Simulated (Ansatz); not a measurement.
# HfC: computed property card

HfC:
```yaml
crystal:
  lattice:
    - [3.28134, 0.00000, 0.00000]
    - [-1.64067, 2.84172, 0.00000]
    - [0.00000, 0.00000, 5.11424]
  atoms:
    - { symbol: Hf, position: [0.66667, 0.33333, 0.75000] }
    - { symbol: Hf, position: [0.33333, 0.66667, 0.25000] }
    - { symbol: C, position: [0.00000, 0.00000, 0.00000] }
    - { symbol: C, position: [0.00000, 0.00000, 0.50000] }
```

Space group P6_3/mmc (No. 194), NiAs type; conventional cell a = b = 3.2813 Å, c = 5.1142 Å, α = β = 90.00°, γ = 120.00°.

Method: plane-wave PAW LDA (Ansatz code). Geometry: relaxed at this level of theory. Other levels are named where they apply.

Cell and energy:

- Volume per atom: 11.92 Å³
- Density: 13.27 g/cm³
- Formation energy from the elements (no fitted shifts): -0.83 eV/atom

Electronic structure:

* **Electronic character**: metallic (no gap)
* **Density of states at the Fermi level**: 0.12 states/eV per atom (mean over ±0.08 eV)

Mechanics:

* **Bulk modulus (Birch–Murnaghan fit)**: 260 GPa
* **Pressure derivative B′**: 4.0
* **Elastic constants (relaxed ions, GPa)**: C11 = 472, C12 = 141, C13 = 184, C33 = 387, C44 = 209
* **Mechanical stability**: stable (all eigenvalues of C positive)
* **Hill bulk and shear moduli**: 260 and 167 GPa
* **Young's modulus**: 412 GPa
* **Poisson's ratio**: 0.24
* **Debye temperature from the elastic constants**: 512 K

Phonons:

* **Highest zone-centre frequency**: 653 cm⁻¹
* **Zone-centre stability**: no imaginary mode at Γ

The workflow started from a Materials Project entry (that database holds measured and hypothetical structures alike); the Crystallography Open Database copy checked does not list it. It is not the phase usual at ambient conditions (space group No. 225). Symmetry was held in the LDA relaxation. The run is not spin-polarised. As this level gives no gap, shear constants depend on the k-mesh and smearing (Fermi–Dirac, 0.1 eV here). As this level gives no gap, phonon frequencies hold no LO–TO term and depend on the k-mesh and smearing (Fermi–Dirac, 0.1 eV here). On the denser mesh and wider smearing of the elastic run this cell carries a stress of 0.7 GPa. The references are the lowest solids computed at this level, not always the standard phases. Scalar-relativistic: spin–orbit coupling is off unless named, which matters more the heavier the elements.

Potentials: the later of the program's two PAW sets.
